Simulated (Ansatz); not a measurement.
CaZn$_{2}$Sb$_{2}$:
```cif
data_CaSb2Zn2
_chemical_formula_sum 'Ca1 Zn2 Sb2'
_space_group_name_H-M_alt 'P-3m1'
_space_group_IT_number 164
_space_group_name_Hall '-P 3 2"'
_cell_length_a 4.41110
_cell_length_b 4.41110
_cell_length_c 7.34119
_cell_angle_alpha 90.000
_cell_angle_beta 90.000
_cell_angle_gamma 120.000
loop_
_atom_site_label
_atom_site_type_symbol
_atom_site_symmetry_multiplicity
_atom_site_Wyckoff_symbol
_atom_site_fract_x
_atom_site_fract_y
_atom_site_fract_z
_atom_site_occupancy
Ca1 Ca 1 a 0.00000 0.00000 0.00000 1
Zn1 Zn 2 d 0.66667 0.33333 0.36763 1
Sb1 Sb 2 d 0.33333 0.66667 0.25652 1
```

Relaxed at zero pressure with the program Ansatz at the PBEsol level (PAW).

The volume is lowered by 6 % and shape and atoms relax at that volume. What pressure results, and how do the axes share the change?

3.5 GPa; a -1.8 %, b -1.8 %, c -2.5 %; the energy rises by 15 meV/atom.

Give the new structure.


Space group P-3m1 (No. 164); a = 4.3314 Å, b = 4.3314 Å, c = 7.1570 Å, α = 90.00°, β = 90.00°, γ = 120.00°

| atom | site | symmetry | x | y | z |
|---|---|---|---|---|---|
| Ca | 1a | -3m. | 0.0000 | 0.0000 | 0.0000 |
| Zn | 2d | 3m. | 0.6667 | 0.3333 | 0.3685 |
| Sb | 2d | 3m. | 0.3333 | 0.6667 | 0.2524 |

The phase is kept; no other phase was compared at this pressure.

The workflow started from a Materials Project entry (that database holds measured and hypothetical structures alike); the Crystallography Open Database files this formula in space group No. 164, but the cells were not matched. Its standing as an ambient phase is unchecked. The PBEsol relaxation kept the symmetry of its start; of distortions, only those at the zone centre were tested. Scalar-relativistic: spin–orbit coupling is off unless named, which matters more the heavier the elements.

Potentials: the later of the program's two PAW sets.
